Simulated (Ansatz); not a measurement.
Ga3CuTe: reading a single point

```
Te Cu Ga
1.0
     0.00000    4.22922    0.00000
     4.22922    0.00000    0.00000
     2.11461    2.11461   -5.19467
Te Cu Ga
1 1 3
Cartesian
  2.1146 2.1146 -3.7765
  4.2292 4.2292 -4.9651
  2.1146 4.2292 -1.1865
  4.2292 2.1146 -1.1865
  4.2292 4.2292 -2.5932
```

Level: PBE, no spin polarisation; 420 eV; 9×9×9 Γ-centred mesh; fermi-dirac occupations (width 0.0137 eV); Ansatz 0.2.0, fixed geometry.

**Question.** Is there a gap?

**Answer.** It is a metal, with about 2.1 states/eV a cell as the mean within 0.25 eV of the Fermi level, mostly Ga p (49 %) and Te p (26 %).

**Question.** How is the charge shared?

**Answer.** Bader charges in e: Ga +0.05 to +0.22, Cu -0.22, Te -0.26. In the mean Ga gives up most and Te takes most.

**Question.** Is it stable against the elements?

**Answer.** 0.14 eV an atom against the elements' usual phases (free molecules for gases, crystals otherwise, with no correction for O₂ or N₂), so at this geometry it isn't bound against them. Relaxing would lower it.

**Question.** What does the stress say?

**Answer.** The pressure is 6.1 GPa (compression positive), so with the atoms held at these fractions the cell would first expand; the forces are large, so a full relaxation may end otherwise. The principal stresses 3.5, 3.5, 11.3 GPa differ, so its shape would change too.

**Question.** Describe some of the short contacts.

**Answer.** Cu–Ga at 2.37 Å: least valence density 0.40 e/Å³ and ELF 0.36 there. Ga–Ga at 2.54 Å: least valence density 0.33 e/Å³ and ELF 0.47 there. Te–Ga at 3.22 Å: least valence density 0.16 e/Å³ and ELF 0.29 there. Both are smooth PAW fields, read partly inside the augmentation spheres.

**Question.** Which atom feels the largest force, and which way?

**Answer.** The largest is on Ga5: 1.02 eV/Å, components (0.00, 0.00, -1.02). It makes 0° with the line to a nearest neighbour, Cu2 at 2.37 Å, pointing towards it.

Origin: a known structure type with other elements, at an estimated volume, so it need not be a known compound.
